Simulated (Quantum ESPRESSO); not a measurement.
Kohn-Sham bands of Tl (hcp (Mg type))

```xyz
2
Lattice="3.4973 0.0000 0.0000 -1.7487 3.0288 0.0000 0.0000 0.0000 5.6466" Properties=species:S:1:pos:R:3 pbc="T T T"
Tl     1.7487    -1.0096     1.4116
Tl    -1.7487     1.0096    -1.4116
```

Cell from Materials Project (mp-82), symmetrised, no further relaxation. This is the element's usual structure. Level: PBEsol, no spin polarisation, no spin-orbit coupling; pw.x of Quantum ESPRESSO at 50 Ry with PseudoDojo potentials, 12×12×6 k-points, Wannier90. Density: 18×18×8 mesh, cold smearing 0.01 Ry. Spin-orbit coupling is left out although heavy elements are present.

Problem. List the Kohn-Sham levels between −8 and 3.0 eV relative to the Fermi level at the high-symmetry points, as a band run of pw.x on that density gives them (levels within 2 meV counted together).

Solution. 
```csv
point,k (reciprocal lattice),levels (eV)
Γ,0.000 0.000 0.000,"-5.23, -2.72"
M,0.500 0.000 0.000,"-5.72, -4.63, -0.82, 0.43, 1.32"
K,0.333 0.333 0.000,"-4.59 (×2), -1.21, 1.61 (×2), 2.67"
A,0.000 0.000 0.500,none in this range
L,0.500 0.000 0.500,"-4.74 (×2), -2.16 (×2)"
H,0.333 0.333 0.500,"-4.14 (×2), -0.83 (×2), 0.22 (×2)"
```
